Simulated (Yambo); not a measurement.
**Excitons in NaBa2ReO6**

```xyz
10
Lattice="0.0000 4.2107 4.2107 4.2107 0.0000 4.2107 4.2107 4.2107 0.0000" Properties=species:S:1:pos:R:3 pbc="T T T"
O      4.2107     4.2107     6.1144
O      4.2107     4.2107     2.3069
O      6.1144     4.2107     4.2107
O      2.3069     4.2107     4.2107
O      4.2107     6.1144     4.2107
O      4.2107     2.3069     4.2107
Na     0.0000     0.0000     0.0000
Ba     6.3160     6.3160     6.3160
Ba     2.1053     2.1053     2.1053
Re     4.2107     4.2107     4.2107
```

The geometry is that of Materials Project entry mp-6798, symmetrised and not relaxed again.

BSE in Yambo on norm-conserving PBEsol (Quantum ESPRESSO, 88 Ry, no spin-orbit coupling) bands: 4×4×4 mesh, 15 valence and 6 conduction bands, static screening with 94 bands and a 3 Ry block, scissor 1.73 eV, Tamm-Dancoff; field along x.

| state | energy (eV) | states within 2 meV | relative strength | class | main transitions |
|---|---|---|---|---|---|
| 1 | 2.61 | 1 | < 0.01 | dark | several band pairs |
| 2 | 2.64 | 3 | < 0.01 | dark | several band pairs |
| 3 | 2.74 | 3 | < 0.01 | dark | several band pairs |
| 4 | 2.99 | 3 | < 0.01 | dark | several band pairs |
| 5 | 3.13 | 2 | < 0.01 | dark | several band pairs |
| 6 | 3.18 | 3 | 1.00 | strong | several band pairs |
| 7 | 3.26 | 2 | < 0.01 | dark | VB → CB (99 %) |
| 8 | 3.31 | 1 | < 0.01 | dark | several band pairs |
| 9 | 3.32 | 1 | < 0.01 | dark | VB → CB (93 %) |
| 10 | 3.44 | 1 | < 0.01 | dark | several band pairs |

These are vertical excitations (zero momentum). The direct quasiparticle gap on this mesh is 3.68 eV; counted from there, state 1 is bound by 1.07 eV. Convergence with the mesh was not shown.

Spin singlets only. Strengths are relative to the strongest of the lowest states of this run; strong means a line over 3 % of the spectrum's maximum, dark under 0.03 %. Absolute energies carry the error of the G0W0 scissor, whose convergence isn't established.

Without spin-orbit coupling, band edges of such heavy elements can be off by tenths of an eV.
